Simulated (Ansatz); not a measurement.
TiN (rock salt)

```
CELL_PARAMETERS angstrom
      0.00000     2.12346     2.12346
      2.12346     0.00000     2.12346
      2.12346     2.12346     0.00000
ATOMIC_POSITIONS crystal
  N  0.00000 0.00000 0.00000
  Ti 0.50000 0.50000 0.50000
```

E(V) scan at fixed shape, V₀ the volume above. Symmetry pins the atoms to their sites.

Method: PBE (plane waves to 420 eV, PAW, scalar-relativistic; Ansatz, a quantum-chemistry and plane-wave program). k mesh 19×19×19 (Γ-centred), Fermi-Dirac smearing 0.05 eV. Stress and pressure are positive under compression. TiN is run without spin polarisation. TiN was relaxed with its symmetry unable to fall.

At one point of the scan the stress tensor (GPa) is:

```
   17.1      0.0      0.0
    0.0     17.1      0.0
    0.0      0.0     17.1
```

Question: Which point is it?
A. V/V₀ = 0.947
B. V/V₀ = 0.973
C. V/V₀ = 0.867
D. V/V₀ = 0.893

Answer: A, V/V₀ = 0.947

(A scan under strain: stresses follow from slopes of the energy per volume, elastic moduli from its curvatures.)
